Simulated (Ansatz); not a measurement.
GeSe$_{2}$ in space group I-42d (No. 122; Ge on 4a, Se on 8d), DFT-PBE in the program Ansatz with PAW potentials, all energies at zero smearing, with the estimated change up to a 700 eV cutoff added, with one set of potentials and settings (totals compare only within such a set). Cell of 6 atoms (2 Ge, 4 Se): -30467.836 eV.

```tsv
element	reference phase	E (eV/atom)
Ge	Fd-3m, 2 atoms in the cell	-4294.9847
Se	P3_121, 3 atoms in the cell	-5469.0798
```

Formation energy per atom, worked out: (-30467.836 − 2×(-4294.9847) − 4×(-5469.0798))/6 = -0.258 eV/atom (-25 kJ per mol of atoms), at 0 K, without zero-point energy or fitted corrections.

The first step of the workflow began from a Materials Project structure, measured or hypothetical; the Crystallography Open Database copy checked does not list it. Its standing as an ambient phase is unchecked. The PBE relaxation kept the symmetry of its start; whether a distortion lowers the energy is not shown. The references are the lowest solids computed at this level, not always the standard phases.

Potentials: the later of the program's two PAW sets.
